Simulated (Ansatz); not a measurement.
HgTe: clamped-ion strain scan

Method: Ansatz, DFT r2SCAN, scalar-relativistic, plane waves, PAW. Cutoff 500 eV, Γ-centred 14×14×14 k-points, Gaussian smearing of 0.15 eV. Spin–orbit coupling is left out, which can shift energies with elements as heavy as these. No spin polarisation. Energies are free energies at this smearing, counted from the undisturbed cell; pressure is positive in compression.

Zero of the scan (as given, not relaxed at this level; it stands at 2.7 GPa):

```yaml
crystal:
  lattice:
    - [0.00000, 3.22350, 3.22350]
    - [3.22350, 0.00000, 3.22350]
    - [3.22350, 3.22350, 0.00000]
  atoms:
    - { symbol: Hg, position: [0.00000, 0.00000, 0.00000] }
    - { symbol: Te, position: [0.75000, 0.75000, 0.75000] }
```

The cell is strained by ε times the Voigt pattern (0, 0, 1, 0, 0, 0) (xx, yy, zz, yz, xz, xy; engineering shear) with fractional coordinates fixed. The cell is metallic on the mesh throughout.

```csv
ε,ΔE (meV/atom),"stress summed along the pattern (GPa, tension positive)",pressure (GPa)
-0.0600,?,?,6.4
-0.0450,39.1,-5.68,5.4
-0.0300,22.9,-4.64,4.4
0.0000,0.0,-2.69,2.7
0.0150,-7.0,-1.78,1.9
0.0450,-12.7,-0.07,0.6
0.0600,-11.6,?,?
```

Question: Give the withheld values.

Answer: ΔE (meV/atom) at ε = -0.0600: 58.6; stress summed along the pattern (GPa, tension positive) at ε = -0.0600: -6.75; stress summed along the pattern (GPa, tension positive) at ε = 0.0600: 0.73; pressure (GPa) at ε = 0.0600: -0.1.